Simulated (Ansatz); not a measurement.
CuAu:
```yaml
crystal:
  lattice:
    - [2.87722, 0.00000, 0.00000]
    - [0.00000, 2.87722, 0.00000]
    - [0.00000, 0.00000, 3.62435]
  atoms:
    - { symbol: Cu, position: [0.50000, 0.50000, 0.50000] }
    - { symbol: Au, position: [0.00000, 0.00000, 0.00000] }
```

Relaxed with PBE. Special points in fractions of this cell's reciprocal vectors: Γ (0.000, 0.000, 0.000); X (0.000, 0.500, 0.000); M (0.500, 0.500, 0.000); Z (0.000, 0.000, 0.500); R (0.000, 0.500, 0.500); A (0.500, 0.500, 0.500).

List the band energies nearest the Fermi level at these points for plane-wave PAW PBE (Ansatz code).

In eV from the Fermi level; about four levels below and three above (degenerate sets whole), none deeper than 8.9 eV; points with the same levels are listed once.

| k | below | above |
|---|---|---|
| Γ | -1.97 -1.59 -1.39 -1.39 | 2.73 8.51 9.44 9.44 |
| X | -2.30 -2.09 -0.90 -0.35 | 9.81 9.83 11.44 |
| M | -1.63 -1.59 -1.26 -1.26 | 0.54 0.54 4.63 |
| Z | -2.24 -2.24 -2.13 -1.91 | 13.98 14.17 14.17 |
| R | -1.46 -1.42 -0.88 -0.88 | 2.55 4.35 15.44 |
| A | -2.98 -1.99 -1.74 -1.58 | 5.06 5.48 5.48 |

Space group P4/mmm (L1₀ or tetragonal B2). The cell was relaxed with PBE under the symmetry of its start. The run is not spin-polarised. Spin–orbit coupling is left out wherever it is not named.

Potentials: the later of the program's two PAW sets.
